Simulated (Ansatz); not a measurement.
Al2Os (MoSi2 or CaC2 type, space group No. 139) under volume change, DFT-PBEsol in the program Ansatz with PAW potentials, shape and atoms relaxed at each volume.

| V (Å³/atom) | E − E(relaxed) (meV/atom) | P (GPa) |
|---|---|---|
| 12.531 | 82.4 | 23.15 |
| 12.944 | ? | ? |
| 13.357 | 8.2 | 6.51 |
| 13.770 | 0.0 | 0.00 |
| 14.184 | 7.3 | -5.55 |
| 14.597 | 27.9 | -10.26 |
| 15.010 | ? | ? |

Question: Fill in the missing entries.

Answer: 
- 12.944, E − E(relaxed) (meV/atom): 34.6
- 12.944, P (GPa): 14.17
- 15.010, E − E(relaxed) (meV/atom): 59.7
- 15.010, P (GPa): -14.26

Question: What does a third-order Birch–Murnaghan fit give for V₀, B₀ and B′?

Answer: V₀ = 13.77 Å³/atom, B₀ = 200 GPa, B′ = 4.4.

Space group I4/mmm (MoSi2 or CaC2 type). The workflow started from a Materials Project entry (that database holds measured and hypothetical structures alike); the Crystallography Open Database copy checked does not list it. Its standing as an ambient phase is unchecked. The PBEsol relaxation kept the symmetry of its start; its stability against distortions is not shown here. No spin polarisation was allowed. Spin–orbit coupling is left out wherever it is not named.

Potentials: the later of the program's two PAW sets.
